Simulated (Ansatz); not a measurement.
Os (hcp (Mg type), P6_3/mmc) under volume change, PBEsol (plane waves, PAW; program Ansatz), shape and atoms relaxed at each volume.

| V (Å³/atom) | E − E(relaxed) (meV/atom) | P (GPa) |
|---|---|---|
| 12.643 | 181.7 | 50.91 |
| 13.059 | 75.9 | 30.96 |
| 13.476 | [?] | [?] |
| 13.893 | 0.0 | 0.00 |
| 14.310 | [?] | [?] |
| 14.727 | 60.3 | -21.91 |
| 15.143 | 128.5 | -30.28 |

Problem. Complete the blanks.

Solution. 
- 13.476, E − E(relaxed) (meV/atom): 17.9
- 13.476, P (GPa): 14.15
- 14.310, E − E(relaxed) (meV/atom): 15.9
- 14.310, P (GPa): -11.91

Problem. What does a third-order Birch–Murnaghan fit give for V₀, B₀ and B′?

Solution. V₀ = 13.89 Å³/atom, B₀ = 431 GPa, B′ = 4.7.

Symmetry was held in the PBEsol relaxation. No spin polarisation was allowed. Spin–orbit coupling is left out wherever it is not named.

Potentials: the earlier of the program's two PAW sets. The files were generated under PBE; for other functionals the program regenerates the frozen cores, and for LDA and PBEsol the local potential too.
